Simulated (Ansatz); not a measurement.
Crystals of one structure type (rock salt), relaxed and computed with plane-wave PAW HSE06 (Ansatz code).

```tsv
crystal	a (Å)	gap (eV)	B₀ by P(V) fit (GPa)	spin order, net moment (μB/atom)
MgO	?	?	?	not spin-polarised
CaO	4.798	5.31	114	not spin-polarised
NiO	4.176	4.51	211	antiferromagnetic; net 0.00
SrO	5.154	4.79	92.6	not spin-polarised
```

Question: Some entries are withheld; supply them.

Answer: 
- MgO, a (Å): 4.202
- MgO, gap (eV): 6.56
- MgO, B₀ by P(V) fit (GPa): 167

Spin orders computed, not proven ground states: NiO, rock salt antiferromagnetic. All cells were relaxed under the symmetry of their starts (and spin orders); stability against distortions was not tested throughout. Cells of antiferromagnets are given as chemical subcells. Spin–orbit coupling is left out wherever it is not named.

Potentials: the earlier of the program's two PAW sets.
